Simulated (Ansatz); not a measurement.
How the field gradients follow the size of the cell in WSe₂

Reference cell: a COD entry whose atoms were relaxed with PBE, the cell held.

Space group P6_3/mmc (No. 194); a = 3.2900, c = 12.9700 Å, γ = 120.00°.

```csv
site,Wyckoff,site symmetry,x,y,z
W,2c,-6m2,0.3333,0.6667,0.2500
Se,4f,3m.,0.3333,0.6667,0.6203
```

One atom of each set is listed.

Method: Kohn–Sham DFT in Ansatz, PBE, plane waves and PAW, scalar-relativistic, collinear spin, 420 eV cutoff, Γ-centred 15×15×4 k-points, Fermi–Dirac smearing 0.02 eV. Start moments as typed (μB): 2 on each W, none on the rest.

The cell is scaled uniformly, and the ions relax again at each size.

Q: How do the gradients (10²¹ V/m²) respond?

A: 

```tsv
V/V₀	W V_zz (η)	Se V_zz (η)
0.94	-14.17 (0.00)	-5.98 (0.00)
0.96	-14.99 (0.00)	-6.42 (0.00)
0.98	-15.79 (0.00)	-6.86 (0.00)
1.00	-16.49 (0.00)	-7.27 (0.00)
1.02	-17.17 (0.00)	-7.71 (0.00)
1.04	-17.78 (0.00)	-8.11 (0.00)
1.06	-18.36 (0.00)	-8.51 (0.00)
```

Logarithmic slopes d ln|V_zz|/d ln V over the series: W 2.1, Se 2.9. Point charges on a uniformly scaled lattice would give −1; atoms that shift within the cell as it changes, and charge that moves in the bonds, make the difference.

No dispersion correction is included, which matters between the layers of this solid.

Without spin–orbit coupling the gradients at and beside W can be off by some per cent, at some sites by more. The start moments die out, and the run ends without spin.
